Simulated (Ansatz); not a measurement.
Ta2C: how the k-point mesh moves the results

Level of theory: Ansatz 0.2.0, DFT PBEsol, scalar-relativistic, plane waves, PAW.

```
Ta C
1.0
     3.12700    0.02787    0.02452
    -1.53937    2.64714   -0.01139
     0.03905    0.00160    4.98405
Ta C
2 1
Direct
  0.31810 0.65334 0.25284
  0.64589 0.29610 0.73947
  0.00368 0.99167 0.99727
```

The plane-wave cutoff is 420 eV and the occupation rule is Gaussian smearing, 0.1 eV. The spin treatment is unpolarised.

The atoms stay fixed while the k-point mesh is varied. ΔE is the energy extrapolated to zero smearing, less that of the reference run (10×10×6). The cell was strained and its atoms displaced at random, so that forces don't vanish. The meshes are Γ-centred. Spin–orbit coupling is left out. Pressure is positive in compression.

(1) One run gave ΔE = 2102 meV/atom and P = 39.75 GPa. Which k-point mesh did it use, of 1×1×1, 2×2×2, 4×4×2, 4×4×4, 6×6×4, 8×8×4?

Results:

(1) 1×1×1. All runs:

```
   mesh  ΔE (meV/atom) P (GPa) largest change of a force component (eV/Å) irreducible points
  1×1×1           2102    39.75                                       9.051                   1
  2×2×2            192    -1.43                                       2.316                   8
  4×4×2          -44.4    -5.76                                       0.074                  20
  4×4×4          -52.3    -5.95                                       0.237                  36
  6×6×4          -6.33    -5.35                                       0.206                  76
  8×8×4           0.06    -5.08                                       0.100                 132
10×10×6           0.00    -5.09                                       0.000                 304
```